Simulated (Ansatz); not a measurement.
**Thermal properties of ZrTaN from its phonons**

These are results of Ansatz 0.2.0, DFT PBE, scalar-relativistic, plane waves, PAW, not measurements. Settings: 420 eV plane-wave cutoff, Γ-centred 12×12×6 mesh, Fermi-Dirac smearing of 0.15 eV. No spin polarisation. Phonons by linear response, acoustic sum rule imposed.

The cell, relaxed at this level:
```cif
data_structure
_symmetry_space_group_name_H-M 'P 1'
_symmetry_Int_Tables_number 1
_cell_length_a 3.3364
_cell_length_b 3.3364
_cell_length_c 7.8696
_cell_angle_alpha 90.000
_cell_angle_beta 90.000
_cell_angle_gamma 90.000
_cell_volume 87.60
loop_
_atom_site_label
_atom_site_type_symbol
_atom_site_fract_x
_atom_site_fract_y
_atom_site_fract_z
_atom_site_occupancy
Zr1 Zr 0.00000 0.50000 0.64159 1
Zr2 Zr 0.50000 0.00000 0.35841 1
Ta1 Ta 0.50000 0.00000 0.90970 1
Ta2 Ta 0.00000 0.50000 0.09030 1
N1 N 0.00000 0.50000 0.35904 1
N2 N 0.50000 0.00000 0.64096 1
```

The structure comes from a generated guess, relaxed at this level; another structure or a mixture of phases may lie lower. In a metal, frequencies and elastic constants depend on the k mesh and the smearing, soft modes and shear constants most. Spin–orbit coupling is left out, which matters for heavy elements. The q mesh is coarse, so values between its points are rough.

Force constants from linear response on a 2×2×1 q mesh, interpolated to a fine mesh.

Problem. How much zero-point energy does an atom carry?

Solution. 48.8 meV.

Problem. How large are the vibrational entropy and heat capacity at 300 K?

Solution. S = 3.10 k_B and C_V = 2.56 k_B per atom, 85 % of the Dulong–Petit value.

Problem. Tabulate them against temperature.

Solution.
```tsv
T (K)	F_vib (meV/atom)	S (k_B/atom)	C_V (k_B/atom)
100	46.3	0.87	1.38
200	33.1	2.12	2.20
300	10.5	3.10	2.56
400	-19.6	3.86	2.73
500	-55.6	4.48	2.82
600	-96.5	5.00	2.87
700	-141.6	5.44	2.91
800	-190.2	5.83	2.93
900	-242.0	6.18	2.94
1000	-296.6	6.49	2.95
```
